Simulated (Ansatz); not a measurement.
Here is the system:

BP:
```cif
data_B2P2
_chemical_formula_sum 'B2 P2'
_space_group_name_H-M_alt 'P63/mmc'
_space_group_IT_number 194
_space_group_name_Hall '-P 6c 2c'
_cell_length_a 3.18031
_cell_length_b 3.18031
_cell_length_c 7.87132
_cell_angle_alpha 90.000
_cell_angle_beta 90.000
_cell_angle_gamma 120.000
loop_
_atom_site_label
_atom_site_type_symbol
_atom_site_symmetry_multiplicity
_atom_site_Wyckoff_symbol
_atom_site_fract_x
_atom_site_fract_y
_atom_site_fract_z
_atom_site_occupancy
B1 B 2 c 0.33333 0.66667 0.25000 1
P1 P 2 d 0.66667 0.33333 0.25000 1
```

This is the LDA-relaxed structure.

Task: All from LDA in the plane-wave PAW code Ansatz, unless another level is named. Give the hole effective mass.

Result: 0.11, 1.4, 2.2 mₑ (principal values).

Task: Next, the electron effective mass?

Result: 0.17, 1.0, 4.3 mₑ (principal values).

Task: Predict the conduction-band minimum.

Result: at M (3 equivalent valleys).

Task: Predict the valence-band maximum.

Result: on the K–Γ line, 12 % of the way from K.

Space group P6_3/mmc. The start of the workflow was typed in or built on a structure type; neither database checked (COD, Materials Project) lists it. It is not the phase usual at ambient conditions (space group No. 216). Symmetry was held in the LDA relaxation; phonons show weakly imaginary modes. A crystal of weakly bound layers computed without a dispersion correction: the cell and the soft elastic constants depend strongly on that.

Potentials: the earlier of the program's two PAW sets. The files were generated under PBE; for other functionals the program regenerates the frozen cores, and for LDA and PBEsol the local potential too.

Edges and masses are those of Kohn–Sham bands, whose gap is no quasiparticle gap.
